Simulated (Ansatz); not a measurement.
## HCl: a vibration from a frozen displacement

These are results of Ansatz, DFT PBEsol, scalar-relativistic, plane waves, PAW, not measurements. The runs took a 420 eV cutoff, a Γ-centred 16×16×16 mesh and Gaussian smearing (0.15 eV). No spin polarisation. Energies are free energies at this smearing, counted from the undisturbed cell; pressure is positive in compression.

The undisturbed cell (as given, not relaxed at this level; it stands at -10.3 GPa, and it needn't be the usual structure):

```
H Cl
1.0
     0.00000    2.73750    2.73750
     2.73750    0.00000    2.73750
     2.73750    2.73750    0.00000
H Cl
1 1
Direct
  0.00000 0.00000 0.00000
  0.50000 0.50000 0.50000
```

Every H atom is moved by x along the Cartesian unit vector (0.000, 0.000, 1.000); the cell and all other atoms stay fixed. The cell's volume is 41.03 Å³; the moved atoms weigh 1.008 u together and the others 35.450 u. Some rows repeat others by symmetry and weren't run.

| x (Å) | ΔE (meV/cell) | total force on the moved atoms along the move (eV/Å) | pressure (GPa) |
| --- | --- | --- | --- |
| -0.5000 | -465.42 | -1.8906 | -10.7134 |
| -0.4375 | -355.23 | -1.6371 | -10.6367 |
| -0.3750 | -260.59 | -1.3931 | -10.5584 |
| -0.3125 | -180.93 | -1.1571 | -10.4848 |
| -0.2500 | -115.86 | -0.9257 | -10.4214 |
| -0.1875 | -65.20 | -0.6952 | -10.3722 |
| -0.1250 | -28.97 | -0.4637 | -10.3389 |
| -0.0625 | -7.24 | -0.2317 | -10.3204 |
| 0.0000 | 0.00 | 0.0000 | -10.3146 |
| 0.0625 | -7.24 | 0.2317 | -10.3204 |
| 0.1250 | -28.97 | 0.4637 | -10.3389 |
| 0.1875 | -65.20 | 0.6952 | -10.3722 |
| 0.2500 | -115.86 | 0.9257 | -10.4214 |
| 0.3125 | -180.93 | 1.1571 | -10.4848 |
| 0.3750 | -260.59 | 1.3931 | -10.5584 |
| 0.4375 | -355.23 | 1.6371 | -10.6367 |
| 0.5000 | -465.42 | 1.8906 | -10.7134 |

**Question.** What frequency belongs to this motion?

**Answer.** The force constant is k = −dF/dx = -3.707 eV/Å², from the parabola through x = -0.0625, 0 and 0.0625. In every cell the moved atoms swing against the rest, so the mass is μ = m₁m₂/(m₁ + m₂) = 0.980 u, and ν̃ = 521.5 cm⁻¹ × √(|k|/μ) = 1014i cm⁻¹, at this cell's pressure of -10.3 GPa. To first order in x, and within 1 %, the force on every atom lies along the move and, within each of the two groups, in proportion to the atom's mass, so this is itself a mode at the zone centre of this cell, taken without macroscopic field (the transverse frequency in a polar insulator).

**Question.** Where does the displacement stop?

**Answer.** Not within the scan: the energy still falls at its end, so along this line the minimum lies further out.

The gap closes along the scan, which can put kinks into the curve.